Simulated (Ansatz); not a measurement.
In PBEsol (plane waves, PAW; program Ansatz), BAs in the tetragonal phase (P4_2/mnm; B on 4g, As on 4f) relaxes to a = 5.837 Å, c = 3.362 Å. Against the elements it lies at 0.092 eV/atom, with no fitted shifts.

The Kohn–Sham gap is 0.61 eV (indirect). The valence maximum lies at Γ and the conduction minimum on the Γ–Z line, 59 % of the way from Γ (2 equivalent valleys). HSE06 on the same cell gives 1.30 eV. Gap from PBEsol with spin–orbit coupling: 0.54 eV. Electrons at the band edge weigh 0.33, 0.33, 0.45 mₑ (principal values).

An equation-of-state fit gives a bulk modulus of 128 GPa. The relaxed-ion elastic constants in GPa are C11 = 250, C12 = 77.4, C13 = 44.2, C33 = 330, C44 = 107, C66 = 76.3. The elastic constants imply a Debye temperature near 608 K. Perturbation theory gives ε∞ = 9.86 (xx = yy), 8.74 (zz). Letting the ions move raises it to ε0 = 9.96 (xx = yy), 8.82 (zz). Born charges are B -0.42, As +0.42 e. The phonon dispersion is stable (no imaginary branch). Without the LO–TO term the highest mode at Γ lies at 754 cm⁻¹.

The start of the workflow was typed in or built on a structure type; neither database checked (COD, Materials Project) lists it. It is not the phase usual at ambient conditions (space group No. 216). Symmetry was held in the PBEsol relaxation. The references are the lowest solids computed at this level, not always the standard phases. Scalar-relativistic: spin–orbit coupling is off unless named, which matters more the heavier the elements.

Potentials: the later of the program's two PAW sets.
